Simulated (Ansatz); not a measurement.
A generated cell, not matched to a known phase here, of TiO: P6₃/mmc (No. 194), hP4; a = 3.507 Å, b = 3.507 Å, c = 4.134 Å, α = 90.00°, β = 90.00°, γ = 120.00°; Ti 2d (0.667, 0.333, 0.250); O 2c (0.333, 0.667, 0.250). Computed with PBEsol (plane waves to 420 eV, PAW, scalar-relativistic; Ansatz, an electronic-structure program). Element references, the lowest calculated here: Ti (P6₃/mmc), O (C2/m, ferromagnetic, forced by one molecule a cell; α-O2 is antiferromagnetic); gases are represented by their molecular solids.

### Question
Estimate the formation energy of this P6₃/mmc form of TiO from the elements that PBEsol returns for this input.

### Answer
-2.44 eV/atom.

### Question
How does this cell stand against the other phases calculated?

### Answer
It lies 0.06 eV/atom above their hull: TiO → 0.33 Ti2O3 + 0.33 Ti (Ti2O3 R-3c, Ti P6₃/mmc) releases that much. A lower structure of this composition may exist.

This is the hull of the energies calculated here, no anion corrections; phases that were not calculated are missing from it. Values are rounded to 0.01 eV/atom. Not shown to be the ambient phase of their composition (a lower form may be missing, and a cell relaxed within its start's symmetry can be a saddle point): TiO (P6₃/mmc). The compounds carry no spin polarisation. The d or f electrons are treated with no Hubbard U.
